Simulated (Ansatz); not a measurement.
**NaPt: stationary points along a deformation path**

All numbers below come from DFT PBEsol, scalar-relativistic, plane waves, PAW (Ansatz 0.2.0). The runs took a 420 eV cutoff, a Γ-centred 21×21×12 mesh and Gaussian smearing (0.15 eV). Spin–orbit coupling is left out, which can shift energies with elements as heavy as these. No spin polarisation. Energies are free energies at this smearing, counted from the undisturbed cell; pressure is positive in compression.

The starting cell (as given, not relaxed at this level; it stands at -4.9 GPa, and it needn't be the usual structure):

```xyz
2
Lattice="2.8510 0.0000 0.0000 -1.4255 2.4690 0.0000 0.0000 0.0000 4.8898" Properties=species:S:1:pos:R:3 pbc="T T T"
Na    1.4255    0.8230    2.4449
Pt    0.0000    1.6460    0.0000
```

At fixed volume and fractional coordinates, lengths along (0.000, 0.000, 1.000) are scaled against those across it; ρ is that ratio over its starting value. V = 17.210 Å³/atom. Δσ is the stress along the axis less the mean stress across it (compression positive).

```
    ρ  ΔE (meV/atom)  Δσ (GPa) space group
0.850          163.8     22.52        P-6m2
0.920           57.3     14.71        P-6m2
0.960           20.2      9.56        P-6m2
1.000            0.0      4.19        P-6m2
1.050           -2.4     -2.91        P-6m2
1.100           19.1    -10.05        P-6m2
1.200          127.3    -25.03        P-6m2
```

Q: How does the stress give the slope of the energy, and where is the energy stationary?

A: Along the path d ln(length) is 2/3 d ln ρ on the axis and −1/3 d ln ρ across it, so dE/d ln ρ = −(2/3) V Δσ: the energy falls with ρ where Δσ is positive. Δσ vanishes or changes sign between ρ = 1.000 and 1.050, a minimum (near 1.03 by linear interpolation). Pairs of stationary points between two samples would go unseen, and could change a minimum read from distant neighbours into a maximum.

Q: Integrate that slope from ρ = 1 to 0.850 by the trapezoid rule.

A: With V/N in Å³ and 1 eV/Å³ = 160.2 GPa the slopes at ρ = 1.000, 0.960, 0.920, 0.850 are -300, -685, -1053, -1612 meV/atom per unit of ln ρ. The steps add 20.1 + 37.0 + 105.5 = 162.6 meV/atom, against 163.8 from the energies; the trapezoid rule misses the curvature of the slope within each step.

Q: Is the start the lowest point of the path?

A: No: ρ = 1.050 lies 2.4 meV/atom lower, with no sampled rise above the start on the way. Volume and inner coordinates are held, so a relaxed structure there would lie lower still.

In a metal these slopes depend on the k mesh and the smearing.